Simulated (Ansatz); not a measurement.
CaSe:
```
CELL_PARAMETERS angstrom
      0.00000     2.97894     2.97894
      2.97894     0.00000     2.97894
      2.97894     2.97894     0.00000
ATOMIC_POSITIONS crystal
  Ca 0.00000 0.00000 0.00000
  Se 0.50000 0.50000 0.50000
```

Relaxed with PBE.

**Question.** Give the Bader charges and basin volumes of the independent atoms, the program Ansatz at the PBE level (PAW).

**Answer.** 

| atom | Bader charge (e) | Bader volume (Å³) |
|---|---|---|
| Ca1 | +1.45 | 14.3 |
| Se2 | -1.45 | 38.6 |

Space group Fm-3m (rock salt). Symmetry was held in the PBE relaxation.

Potentials: the later of the program's two PAW sets.
